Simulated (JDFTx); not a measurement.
Reference run:

```yaml
surface: W(100)
bulk: W, Im-3m, lattice of mp-91 (not re-optimised)
slab: 2 atoms in 2 planes, 1x1, 1.6 Å between the outermost planes
in-plane cell: 3.170 × 3.170 Å, 10.05 Å²
cell_height: 17.6 Å
sampling: 8×8×1 k mesh, Fermi smearing 0.01 Ha, no spin polarisation
```

The reference is PBE, GBRV ultrasoft potentials, plane waves to 20/100 Ha; code: JDFTx (a modified build). Unrelaxed; liquid: CANDLE, water, 1 M NaF. SHE scale: U = −μ/e − 4.44 V, by convention.

```csv
slab thickness,work function (eV),U_pzc (V),mean C above U_pzc (μF/cm²),k states × plane waves,"cycles, vacuum run","rough core time, vacuum run"
"2 atoms, 1.6 Å",4.20,-0.67,23 over 0.5 V,15 × 5100,18,60 s
"3 atoms, 3.2 Å",(withheld),(withheld),33 over 0.5 V,15 × 5563,19,100 s
"4 atoms, 4.8 Å",4.24,-0.68,31 over 0.5 V,15 × 6028,20,2 min
```

Task: What belongs in the gaps?

Result: 
- 3 atoms, 3.2 Å, work function (eV): 4.33
- 3 atoms, 3.2 Å, U_pzc (V): -0.59

The times are rough (shared hosts); only ratios past two mean anything.
